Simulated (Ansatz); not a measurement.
# What a trial cell of Co relaxes into

All numbers below come from Ansatz, DFT PBE, scalar-relativistic, plane waves, PAW. Cutoff 420 eV, Gaussian smearing, Γ-centred meshes. In-plane cell and atoms relax first on a coarse mesh and then on a finer one. In metals the finer mesh still leaves noise of several meV/atom or more. The steps can't lower the symmetry of their start. Collinear spin, starting moments Co 3.0 μB.

The cell of Co is invented: random sheet by layer group and Wyckoff sites. Lengths were set from tabulated atomic sizes, so they are only a guess.

Only a and b repeat, and vacuum parts the sheet from its images along c.

```
CELL_PARAMETERS angstrom
2.29584 0.00000 0.00000
-1.14792 1.98825 0.00000
0.00000 0.00000 14.00000
ATOMIC_POSITIONS crystal
Co 0.00000 0.00000 0.50000
```

Energies count from the standard state of Co at the same level.

**Question.** Describe the relaxed structure.

**Answer.** The symmetry stays p6/mmm (No. 80). The area per atom grows by 4.5 %, from 4.6 to 4.8 Å². The shortest distance goes from 2.30 Å (Co–Co) to 2.35 Å (Co–Co). The program sets the height of the box itself, so the height of the cell differs between start and end. In-plane cell: a = 2.347 Å, b = 2.347 Å, γ = 120.0°, thickness 0.00 Å between the outermost nuclei. Co at height 0.00 Å has 6 Co at 2.35 Å.

```
CELL_PARAMETERS angstrom
2.34715 0.00000 0.00000
-1.17357 2.03269 0.00000
0.00000 0.00000 23.80000
ATOMIC_POSITIONS crystal
Co 0.00000 0.00000 0.29412
```

**Question.** How does it come out in energy, and is it a metal?

**Answer.** The energy over the standard state is +1.41 eV/atom, the gap on the 24×24×1 mesh of the 1-atom cell is 0 eV (a metal) and the net moment per atom is 1.80 μB. The moment by site is Co 1.9 μB.

So it is a metastable form at best.

The last run used collinear spin and Gaussian smearing of 0.10 eV. The magnetic state reached may not be the lowest. A structure relaxed within its symmetry needn't be a true minimum. Site moments count only spheres around the atoms; the net moment includes the space between them.
